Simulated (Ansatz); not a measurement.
Relaxed-ion elastic tensor of Nb3Cl8 in space group P-3m1 (No. 164; Pearson symbol hP22) in GPa (Voigt order), r²SCAN+D4 in the plane-wave PAW code Ansatz; density 3.80 g/cm³, 22.32 Å³ per atom.

```
 111  30.7   7.4   1.0   0.0   0.0
30.7   111   7.4  -1.0   0.0   0.0
 7.4   7.4  27.3   0.0   0.0   0.0
 1.0  -1.0   0.0   6.0   0.0   0.0
 0.0   0.0   0.0   0.0   6.0   1.0
 0.0   0.0   0.0   0.0   1.0  40.1
```

### Question
Is the crystal mechanically stable?

### Answer
Yes: the smallest eigenvalue of C is 5.9 GPa.

### Question
Work out the Voigt, Reuss and Hill averages.

### Answer
K_V = 37.8, K_R = 22.5, K_H = 30.2; G_V = 24.0, G_R = 11.2, G_H = 17.6 GPa.

### Question
Give Young's modulus, Poisson's ratio, Pugh's ratio and the universal anisotropy index.

### Answer
E = 9KG/(3K + G) = 44.2 GPa; ν = 0.26; K/G = 1.71 (near the Pugh limit of 1.75, no verdict); A_U = 5G_V/G_R + K_V/K_R − 6 = 6.41.

### Question
Estimate the sound speeds and the Debye temperature.

### Answer
v_l = √((K + 4G/3)/ρ) = 3750 m/s, v_t = √(G/ρ) = 2150 m/s, mean 2390 m/s; Θ = (h/k)(3n/4πV)^(1/3) v_m = 253 K.

### Question
Solve the Christoffel equation for the three sound speeds along x, y, z.

### Answer
Eigenvalues of C_ijkl n_j n_l equal ρv². In km/s, slowest first: x 1.25, 3.25, 5.40; y 1.25, 3.25, 5.40; z 1.25, 1.25, 2.68.

### Question
How much does each axis shrink under pressure?

### Answer
Linear compressibilities β_i = Σ_j S_ij (j = 1 to 3): x 5.3, y 5.3, z 34 per TPa.

The first step of the workflow began from a Materials Project structure, measured or hypothetical; the Crystallography Open Database copy checked does not list it. Its standing as an ambient phase is unchecked. Symmetry was held in the r²SCAN+D4 relaxation; whether a distortion lowers the energy is not shown. The run is not spin-polarised. As this level gives no gap, shear constants depend on the k-mesh and smearing (Fermi–Dirac, 0.1 eV here).

Potentials: the earlier of the program's two PAW sets. The files were generated under PBE; for other functionals the program regenerates the frozen cores, and for LDA and PBEsol the local potential too.
